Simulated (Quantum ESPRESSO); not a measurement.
```xyz
6
Lattice="3.5580 0.0000 0.0000 0.0000 3.5580 0.0000 0.0000 0.0000 5.1719" Properties=species:S:1:pos:R:3 pbc="T T T"
Hf     1.7790     1.7790     2.5859
Hf     0.0000     0.0000     0.0000
O      0.0000     1.7790     3.6059
O      0.0000     1.7790     1.0199
O      1.7790     0.0000     4.1519
O      1.7790     0.0000     1.5660
```
The geometry is a computed Materials Project entry, not a measured one. It is HfO2 in P4₂/nmc. Stability against distortions was not tested. The run has no spin polarisation.

A lattice sum over point charges, one formal value an element (Hf +4, O -2), with no Sternheimer factor, costs far less than a self-consistent run. Taken along the main axis of each site's self-consistent tensor, it gives:

```csv
site,"V along that axis, point charges (a.u.)"
"Hf (atoms 1, 2)",0.009
"O (atoms 3, 4, 5, 6)",-0.068
```

**Question.** How do the values of PBE PAW (JTH datasets; density from pw.x of a modified build of Quantum ESPRESSO, gradients reconstructed from it by a script) compare?

**Answer.** 
```
site  Vzz, PAW (a.u.)  PAW over point charges
----  ---------------  ----------------------
Hf              1.372                     150
O               0.104                    -1.5
```
Along that axis the sign differs on O.  Cores are frozen. Against all-electron runs on small test molecules, this scheme's |Vzz| missed by −2 to +6 % on O. Hf had no test against all-electron runs. Spin–orbit coupling is left out, a limit on Hf.
